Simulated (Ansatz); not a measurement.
Consider the following.

AlGa3N4:
```
AlGa3N4
1.0
    5.14234     0.00000     0.00000
    0.00000     3.16499     0.00000
   -0.00358     0.00000     5.47826
Al Ga N
1 3 4
Direct
  0.00061   0.50000   0.66737
  0.49910   0.50000   0.33492
  0.49903   0.00000   0.83154
  0.99978   0.00000   0.16619
  0.11964   0.50000   0.34010
  0.11761   0.00000   0.82639
  0.62042   0.00000   0.16621
  0.63120   0.50000   0.66728
```

This is the PBEsol-relaxed structure. Tensor components refer to the Cartesian frame of this cell.

All from PBEsol in the plane-wave PAW code Ansatz, unless another level is named. Give the electronic dielectric constant ε∞ (DFPT).

5.61 (xx), 5.45 (yy), 5.45 (zz).

What about the static dielectric constant ε0 (ions relaxed, cell fixed)?

10.7 (xx), 9.57 (yy), 9.59 (zz).

And the Born charges (a third of the trace)?

Al +2.61, Ga +2.62 to +2.64, N -2.68 to -2.58 e.

Space group Pm. The workflow started from a Materials Project entry (that database holds measured and hypothetical structures alike); the Crystallography Open Database copy checked does not list it. With Al and Ga taken as one species the cell has the higher symmetry P6_3mc, so it may be an ordered model of a mixed-site phase. Whether it is the stable phase at ambient conditions was not checked. The cell was relaxed with PBEsol under the symmetry of its start; of distortions, only those at the zone centre were tested. Scalar-relativistic: spin–orbit coupling is off unless named, which matters more the heavier the elements.

Potentials: the later of the program's two PAW sets.
